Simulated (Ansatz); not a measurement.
System: HfO2 (fluorite type), 3 atoms in the cell.

```yaml
crystal:
  lattice:
    - [0.00000, 2.53500, 2.53500]
    - [2.53500, 0.00000, 2.53500]
    - [2.53500, 2.53500, 0.00000]
  atoms:
    - { symbol: Hf, position: [0.00000, 0.00000, 0.00000] }
    - { symbol: O, position: [0.25000, 0.25000, 0.25000] }
    - { symbol: O, position: [0.75000, 0.75000, 0.75000] }
```
Lattice in Å, positions in fractions of it.

Computed with HSE06, plane waves, PAW datasets (generated soft set 1) (Ansatz).

Cutoff 420 eV; exchange singularity: Wigner-Seitz; k-mesh 6×6×6 Γ-centred; Fermi–Dirac smearing of 0.02 eV; no spin polarisation; no spin–orbit coupling.

How large is the gap on this mesh, is it direct, and where do the band edges lie (fractions of the reciprocal vectors of this cell)?

5.39 eV, direct at (0.000, -0.500, -0.500).

List the levels near the gap at (0.000, 0.000, 0.000), (0.000, 0.000, -0.500), (0.000, 0.167, -0.333), (0.000, 0.167, -0.167), (0.000, -0.500, -0.500), in eV from the top of the valence band (v1 is the highest filled band, c1 the lowest empty one).


```json
{"k": "(0.000, 0.000, 0.000)", "v4": "-5.80", "v3": "-0.67", "v2": "-0.67", "v1": "-0.67", "c1": "5.56", "c2": "5.56", "c3": "7.38"}
{"k": "(0.000, 0.000, -0.500)", "v4": "-3.33", "v3": "-2.94", "v2": "-2.01", "v1": "-2.01", "c1": "6.34", "c2": "6.34", "c3": "8.78"}
{"k": "(0.000, 0.167, -0.333)", "v4": "-3.85", "v3": "-2.67", "v2": "-2.40", "v1": "-1.06", "c1": "6.08", "c2": "6.84", "c3": "8.80"}
{"k": "(0.000, 0.167, -0.167)", "v4": "-3.85", "v3": "-2.74", "v2": "-2.15", "v1": "-0.66", "c1": "6.07", "c2": "6.63", "c3": "8.82"}
{"k": "(0.000, -0.500, -0.500)", "v4": "-3.79", "v3": "-1.67", "v2": "-1.67", "v1": "0.00", "c1": "5.39", "c2": "7.37", "c3": "8.39"}
```

This cubic structure is a model: it isn't the usual form of the substance at ambient conditions, and such phases are metastable or hypothetical. A gap read on the mesh is an upper bound of this method's gap, since the mesh can miss a band edge. Spin–orbit coupling is left out; with heavy elements it can shift the gap and split levels by tenths of an eV.
